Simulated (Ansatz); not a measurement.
**KLa under compression and expansion**

```
K La
1.0
     1.89357   -1.09325    7.42912
     0.00000    2.18650    7.42912
    -1.89357   -1.09325    7.42912
K La
1 1
Cartesian
  0.0000 0.0000 0.0000
  0.0000 0.0000 11.1437
```

The cell was built from the L11 type and relaxed in the same program, and has space group R-3m; it needn't be a known or the stable phase.

Spin–orbit coupling is left out, though it moves levels of the heavy atoms by tenths of an eV or more.

All numbers are computed: DFT, PBE, all-electron LAPW, scalar-relativistic (Ansatz 0.2.0); DFT, PBE, PAW with Ansatz's default frozen-core files, scalar-relativistic (Ansatz 0.2.0).

For LAPW: a Γ-centred 11×11×11 k mesh, Fermi–Dirac smearing of 0.05 eV, basis error target 0.25 meV/atom, no spin polarisation. PAW takes a cutoff of 420 eV at this cell. The Ansatz runs share mesh, smearing and spin set-up. Plane-wave (PAW) pressures include the program's estimate of the Pulay term.

The cell above is scaled evenly, with fractional coordinates and shape held.

```csv
V/V(cell),V (Å³/atom),"P, LAPW (GPa)","P, PAW (GPa)","free energy over the lowest listed, PAW (meV/atom)"
0.9405,43.393,0.93,0.92,7.5
0.9700,44.754,0.44,0.43,1.8
1.0000,46.138,0.00,-0.01,0.0
1.0300,47.522,-0.38,-0.39,1.7
1.0600,48.906,?,?,?
```

Task: Fill in the row V/V(cell) = 1.0600.

Result: P, LAPW (GPa) = -0.71, P, PAW (GPa) = -0.72, free energy over the lowest listed, PAW (meV/atom) = 6.5.

Task: What do Birch–Murnaghan fits to the pressures give?

Result: LAPW: V0 = 46.13 Å³/atom, B0 = 14 GPa, B0′ = 3.6; PAW: V0 = 46.12 Å³/atom, B0 = 14 GPa, B0′ = 3.6.

PAW's V0 lies -0.03 % from the all-electron value and its B0 -0.2 %. With shape and internal coordinates held, B0 is an upper bound to the relaxed modulus.
